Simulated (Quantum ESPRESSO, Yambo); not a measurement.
Cs2SiF6 (space group Fm-3m, No. 225). The geometry is that of Materials Project entry mp-4047, symmetrised and not relaxed again. Chain: norm-conserving PBEsol (Quantum ESPRESSO, 84 Ry, scalar-relativistic); G0W0 in Yambo (2×2×2 Γ-centred k mesh, 317 bands and a 8 Ry block in the screening, 317 bands in G with the Bruneval-Gonze terminator, plasmon pole fitted at 27.2 eV); BSE (4×4×4 mesh, 17 valence and 13 conduction bands, static screening with 93 bands and a 3 Ry block, scissor 3.78 eV, Tamm-Dancoff).

| Item | Value |
|---|---|
| PBEsol gap (dense path) | 7.26 eV |
| PBEsol gap Γ → Γ on the GW mesh | 7.26 eV |
| PBEsol smallest direct gap on the GW mesh, at Γ | 7.26 eV |
| G0W0 direct gap at that point | 11.04 eV |
| G0W0 correction to the gap Γ → Γ | 3.78 eV |
| direct gap on the BSE mesh, with the scissor | 11.04 eV |
| first BSE state allowed for light along x | 10.06 eV |
| lowest BSE state | 9.49 eV |
| binding of the lowest exciton | 1.55 eV |
| RPA electronic dielectric constant along x | 1.97 (4×4×4 mesh, PBEsol bands) |

Rough cost of the Yambo steps against G0W0 for 6 states: BSE about 9×, one RPA spectrum about 1/4.

Nearest settings tried, and what they do to the gap: 117 bands in W, 117 bands in G: +177 meV; 3 Ry block (137 vectors against 531): +287 meV. Not varied: mesh. So the settings aren't converged at that level. The k mesh is coarse. The BSE states are vertical excitations (zero momentum). Convergence of the RPA response with its 4×4×4 mesh was not tested. Convergence of the binding with the mesh was not shown.
